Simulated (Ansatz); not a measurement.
Ti3O5 (space group C2/m)

Space group C2/m (No. 12); a = 9.6296 Å, b = 3.8482 Å, c = 9.1803 Å, α = γ = 90.00°, β = 91.12°

```json
[
 {"atom": "Ti", "site": "4i", "symmetry": "m", "x": "0.0568", "y": "0.0000", "z": "0.3589"},
 {"atom": "Ti", "site": "4i", "symmetry": "m", "x": "0.1338", "y": "0.0000", "z": "0.0446"},
 {"atom": "Ti", "site": "4i", "symmetry": "m", "x": "0.2224", "y": "0.0000", "z": "0.7385"},
 {"atom": "O", "site": "4i", "symmetry": "m", "x": "0.0863", "y": "0.5000", "z": "0.3402"},
 {"atom": "O", "site": "4i", "symmetry": "m", "x": "0.1703", "y": "0.5000", "z": "0.0539"},
 {"atom": "O", "site": "4i", "symmetry": "m", "x": "0.1290", "y": "0.0000", "z": "0.5573"},
 {"atom": "O", "site": "4i", "symmetry": "m", "x": "0.2442", "y": "0.0000", "z": "0.2443"},
 {"atom": "O", "site": "4i", "symmetry": "m", "x": "0.0421", "y": "0.0000", "z": "0.8474"}
]
```
(The calculation used a cell of 16 atoms; values per cell refer to that cell.)

E(V) scan at fixed shape, V₀ the volume above. The atoms relax within the cell's symmetry.

The numbers are results of PBEsol (plane waves to 420 eV, PAW, scalar-relativistic; Ansatz, a first-principles code), not measurements. k mesh 11×11×4 (Γ-centred), Fermi-Dirac smearing 0.05 eV. The energy includes the smearing's −TS. With the shape held, the modulus is that of even scaling; a crystal free to change shape is softer. Ti3O5 is run without spin polarisation and with no Hubbard U. Ti3O5 was relaxed with its symmetry unable to fall. The zero of ΔE is the relaxed starting cell. The last digit holds for this mesh only.

```csv
V (Å³/atom),ΔE (meV/atom)
9.566,78.0
9.832,41.7
10.097,17.7
10.363,4.2
10.629,0.0
10.895,3.8
11.160,14.6
11.426,31.3
11.692,53.0
```

### Question
What is the fitted pressure derivative B₀′?

### Answer
4.8.

### Question
What bulk modulus at fixed cell shape B₀ follows from a third-order Birch-Murnaghan fit?

### Answer
192 GPa. Check by three points about V = 10.629 Å³/atom, step 0.531: d²E/dV² ≈ (18 − 2·0 + 15) meV / 0.531² = 0.117 eV/Å⁶, and V·d²E/dV² × 160.2 = 199 GPa.

(Under strain, the slope of the energy per volume gives the stress and its curvature an elastic modulus.)
